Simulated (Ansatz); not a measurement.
## Structure relaxation, Co

The start is a generated cell, Co placed in the AFLOW prototype A_oC8_64_f (A17, as in P). The structure is fully relaxed (lattice and positions, P = 0) with PBEsol (plane waves to 420 eV, PAW, scalar-relativistic; Ansatz, a program for electronic structure). The first steps use a coarse 12×12×9 k-mesh.

Input geometry:
```
Co
1.0
    1.38547    -4.38101     0.00000
    1.38547     4.38101     0.00000
    0.00000     0.00000     3.65959
Co
4
Cartesian
  1.38547   0.89092   2.12461
  1.38547  -0.89092   1.53498
  1.38547  -3.49009   3.36478
  1.38547   3.49009   0.29482
```
Spin-polarised start, with parallel moments on Co.

Question: Does the structure survive the relaxation? Give the final space group.

Answer: The space group goes from Cmce (No. 64) to Fmmm (No. 69), with 2 atoms in the primitive magnetic cell.

Question: How much energy is released per atom?

Answer: About 1.8 eV/atom.

Question: How do the shortest distances between atoms change?

Answer: The closest pairs of elements (up to four, under 3.6 Å), start → end: Co–Co 1.86 → 2.31 Å.

Final values are on a 19×19×19 k-mesh of the relaxed cell. The start holds a very short contact (Co–Co 1.86 Å). Spin state reached: ferromagnetic (net 1.67 μB/atom), from parallel starting moments; other spin orders were not run from this start.

The run could not lower the symmetry of its start; a shaken copy of this end point relaxes with PBEsol to P6₃/mmc (No. 194), 0.36 eV/atom lower.

The relaxed structure here is a generated cell of Co: the first start was made by placing the elements on the sites of a structure type, and the end was not matched to a known phase here, so it may be hypothetical. Known forms of Co include space group No. 194.
